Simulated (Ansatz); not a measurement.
LiC6:
Space group Cmmm (No. 65); a = 2.498 Å, b = 12.922 Å, c = 3.562 Å, α = β = γ = 90.00°

| atom | site | symmetry | x | y | z |
|---|---|---|---|---|---|
| C | 4i | m2m | 0.0000 | 0.0568 | 0.0000 |
| C | 4i | m2m | 0.0000 | 0.3872 | 0.0000 |
| C | 4i | m2m | 0.0000 | 0.2771 | 0.0000 |
| Li | 2c | mmm | 0.0000 | 0.5000 | 0.5000 |
(The calculation used a cell of 7 atoms; values per cell refer to that cell.)

Relaxed at zero pressure with PBEsol (plane waves, PAW; program Ansatz).

### Question
The volume is raised by 3 % and shape and atoms relax at that volume. What pressure results, and how do the axes share the change?

### Answer
-1.9 GPa; a 0.2 %, b 0.2 %, c 2.6 %; the energy rises by 1 meV/atom.

### Question
Give the new structure.

### Answer

Space group Cmmm (No. 65); a = 2.502 Å, b = 12.943 Å, c = 3.656 Å, α = 90.00°, β = 90.00°, γ = 90.00°

```tsv
atom	site	symmetry	x	y	z
C	4i	m2m	0.0000	0.0568	0.0000
C	4i	m2m	0.0000	0.3873	0.0000
C	4i	m2m	0.0000	0.2771	0.0000
Li	2c	mmm	0.0000	0.5000	0.5000
```

The phase is kept; no other phase was compared at this pressure.

The start of the workflow was typed in or built on a structure type; neither database checked (COD, Materials Project) lists it. Whether it is the stable phase at ambient conditions was not checked. The cell was relaxed with PBEsol under the symmetry of its start; of distortions, only those at the zone centre were tested.

Potentials: the later of the program's two PAW sets.
